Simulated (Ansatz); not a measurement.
According to the program Ansatz at the PBEsol level (PAW), FeCo in the CsCl type structure (Pm-3m) relaxes to a = 2.800 Å. Its formation energy from the elements is -2.7 kJ/mol of atoms, with no fitted shifts.

Electronic character: metallic (no gap). The magnetic state found is ferromagnetic. The net moment is 2.22 μB per atom.

The bulk modulus is 216 GPa. The relaxed-ion elastic constants in GPa are C11 = 294, C12 = 181, C44 = 148. The elastic constants imply a Debye temperature near 510 K. Bader charges are Fe +0.19, Co -0.19 e.

The cell was relaxed with PBEsol under the symmetry of its start. Spin order of the final state: ferromagnetic, chosen from 5 collinear starts compared on coarse meshes (ties went to the first, and starts can fall back to one state), not a proven ground state. Textbook magnetic order: ferromagnetic. As this level gives no gap, shear constants depend on the k-mesh and smearing (Fermi–Dirac, 0.1 eV here). The references are the lowest solids computed at this level, not always the standard phases.

Potentials: the later of the program's two PAW sets.
